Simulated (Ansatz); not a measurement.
**Rb: stationary points along a deformation path**

All numbers below come from DFT PBEsol, scalar-relativistic, plane waves, PAW in Ansatz. The runs took a 420 eV cutoff, a Γ-centred 14×14×14 mesh and Gaussian smearing (0.15 eV). No spin polarisation. Energies are free energies at this smearing, counted from the undisturbed cell; pressure is positive in compression.

Reference structure (as given, not relaxed at this level; it stands at -0.1 GPa):

```
Rb
1.0
    -2.80600    2.80600    2.80600
     2.80600   -2.80600    2.80600
     2.80600    2.80600   -2.80600
Rb
1
Direct
  0.00000 0.00000 0.00000
```

At fixed volume and fractional coordinates, lengths along (0.577, 0.577, 0.577) are scaled against those across it; ρ is that ratio over its starting value. V = 88.374 Å³/atom. Δσ is the stress along the axis less the mean stress across it (compression positive).

```
    ρ  ΔE (meV/atom)  Δσ (GPa) space group
0.500          724.4      7.96         R-3m
0.600          323.4      4.35         R-3m
0.710          123.0      2.26         R-3m
0.850           23.0      0.85         R-3m
0.930            4.1      0.32         R-3m
1.000            0.0      0.00        Im-3m
1.080            4.1     -0.28         R-3m
1.200           19.9     -0.50         R-3m
1.410           54.1     -0.59         R-3m
1.700           89.0     -0.37         R-3m
2.000          100.3      0.00        Pm-3m
```

Question: How does the stress give the slope of the energy, and where is the energy stationary?

Answer: Along the path d ln(length) is 2/3 d ln ρ on the axis and −1/3 d ln ρ across it, so dE/d ln ρ = −(2/3) V Δσ: the energy falls with ρ where Δσ is positive. Δσ vanishes or changes sign at ρ = 1.000 (Im-3m), a minimum at 0.0 meV/atom; at ρ = 2.000 (Pm-3m, an end of the scan), at 100.3 meV/atom. Pairs of stationary points between two samples would go unseen, and could change a minimum read from distant neighbours into a maximum. At ρ = 1.000, 2.000 the cell is cubic, where symmetry alone makes the stress isotropic and the slope zero.

Question: Which shear constant sets the curvature at ρ = 1?

Answer: For a cubic crystal E/V = (2/3) C (ln ρ)² with C = C44, so Δσ = −2C ln ρ. The parabola of Δσ against ln ρ through ρ = 0.930, 1 and 1.080 gives C ≈ 2.0 GPa with the ions clamped, rough because the steps are large.

In a metal these slopes depend on the k mesh and the smearing.